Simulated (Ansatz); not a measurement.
One crystal and one scan (frozen-phonon scan) at two levels, PBE (plane waves to 420 eV, PAW, scalar-relativistic; Ansatz, a program for electronic structure) and r2SCAN (plane waves to 500 eV, PAW, scalar-relativistic; Ansatz), each from its own relaxed cell and on its own mesh. The cell shown is that of PBE.

Al (fcc, Cu type)

```xyz
2
Lattice="0.0000 4.0400 4.0400 2.0200 2.0200 4.0400 2.0200 2.0200 0.0000" Properties=species:S:1:pos:R:3 pbc="T T T"
Al     0.0000     0.0000     0.0000
Al     2.0200     4.0400     6.0600
```

The atoms are displaced by Q × the pattern below (from a DFPT mode at X = (0.5, 0.5, 0.0), largest move 1; Q in Å), at fixed cell. (q is in reciprocal vectors of the primitive cell; the cell shown is doubled to hold the pattern.)

```csv
atom,x,y,z
Al1,0.000,0.000,-1.000
Al2,0.000,0.000,1.000
```

Al was relaxed with its symmetry unable to fall. The PAW data are Ansatz's earlier set. With partly filled bands, energies and forces of such displacements shift with the k mesh and the smearing. Both scans cover Q from -0.180 to 0.180 Å.

ΔE (meV/cell), each from the undisplaced structure of its own level:

```csv
Q (Å),PBE,r2SCAN
-0.180,332,389
-0.150,230,269
-0.120,146,withheld
-0.090,82,96
-0.060,36,43
-0.030,9,11
0.000,0,0
0.030,9,11
0.060,36,43
0.090,82,96
0.120,146,withheld
0.150,230,269
0.180,332,389
```

Task: Estimate the r2SCAN value at 0.120 from the PBE value there and the ratio of the two levels in the two nearest given rows on that side of the minimum.

Result: At 0.090 and 0.150 the ratio r2SCAN/PBE averages 1.170, which gives 1.170 × 146 = 171 meV/cell. The calculation gives 172 meV/cell, +17.8 % against PBE.

(A displaced cell: forces are minus the slopes of the energy, force constants its curvatures, and phonons follow from these.)
